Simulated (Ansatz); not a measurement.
SrTiO$_{3}$

```
Sr Ti O
1.0
     3.90500    0.00000    0.00000
     0.00000    3.90500    0.00000
     0.00000    0.00000    3.90500
Sr Ti O
1 1 3
Direct
  0.00000 0.00000 0.00000
  0.50000 0.50000 0.50000
  0.00000 0.50000 0.50000
  0.50000 0.00000 0.50000
  0.50000 0.50000 0.00000
```

Atoms are numbered in the order listed.

The cell is COD entry 7212245, as deposited and not checked against the literature; nothing was relaxed.

Methods: DFT, PBEsol, all-electron LAPW, scalar-relativistic (Ansatz 0.2.0); DFT, PBEsol, PAW with Ansatz's default frozen-core files, scalar-relativistic (Ansatz 0.2.0); DFT, PBEsol, all-electron PAW with datasets made for the crystal, scalar-relativistic (Ansatz 0.2.0).

For LAPW: a Γ-centred 7×7×7 k mesh, Fermi–Dirac smearing of 0.05 eV, basis error target 1 meV/atom, no spin polarisation. PAW takes a cutoff of 420 eV at this cell (files made with PBE, cores remade for this functional). The crystal-made all-electron datasets (AE datasets) take a cutoff of 540 eV at this cell. The Ansatz runs share mesh, smearing and spin set-up. Values come from LAPW unless marked.

No spin–orbit coupling: at heavy atoms the gradients can be off by tens of per cent for that reason.

```json
{
 "Pressure at this cell": "-1.96 GPa",
 "Field gradients Vzz (crystal-made datasets)": "Sr1 0 (under 0.004), Ti2 0 (under 0.004), O3 1.02 (η = 0.00) in 10²¹ V/m²",
 "Band gap": "1.83 eV, indirect from R (0.5, 0.5, 0.5) to Γ",
 "Löwdin charges (with 0.32 e of the cell spilling out of the atomic basis, so their sizes and signs hang on that basis)": "Sr1 1.74, Ti2 1.19, O3 -0.87 e",
 "Volume per atom": "11.91 Å³"
}
```

Q: Give the computed value. Smallest direct gap on the path.

A: 2.18 eV.

Q: Give the computed value. Bader charges (from the PAW run).

A: Sr1 +1.58, Ti2 +2.22, O3 -1.27 e.
